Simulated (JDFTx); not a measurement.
AlRu(100) slab cut from bulk AlRu (space group Pm-3m, indices of the conventional cell, lattice of the Materials Project entry mp-542569, not re-optimised): 7 atoms in 7 planes, a 1x1 cell of 8.90 Å² (|a| = 2.982, |b| = 2.982 Å), 8.6 Å between the outermost planes, Al outermost, slab composition Al4Ru3, cell height 24.9 Å, 8×8×1 k mesh, Fermi smearing 0.01 Ha, no spin polarisation. Whether this polymorph is the ambient one wasn't checked.

All numbers are PBE, GBRV ultrasoft potentials, plane waves to 20/100 Ha results from a modified build of JDFTx, not measurements. Liquid: CANDLE, water, 1 M NaCl. Between zero charge and 0.49 V from it the run gives σ = 10.9 μC/cm², a mean capacitance of 22.2 μF/cm². The liquid has ε = 78.4, a 1:1 salt at 1 M with linear (Debye) response, and T = 298 K.

Working it through: the Debye length, the diffuse-layer capacitance, and the inner capacitance that is left when the two stand in series.

Each ion has density c = 1 × 6.022×10⁻⁴ = 6.022e-04 Å⁻³. λ² = ε kT / (8π (e²/4πε₀) c) with kT = 0.02568 eV and e²/4πε₀ = 14.40 eV Å gives λ = 3.04 Å; the log prints 3.04 Å. C_diffuse = ε₀ε/λ = 228 μF/cm². Then 1/C_inner = 1/22.2 − 1/228, so C_inner = 24.6 μF/cm², which equals a vacuum gap of ε₀/C_inner = 0.36 Å. The diffuse layer takes 10 % of the potential drop; the rest lies between the electrode's charge and the onset of the dielectric, with the electrode's own (quantum) capacitance in it. The split is a model: in the calculation solvent and ions share one smooth cavity.
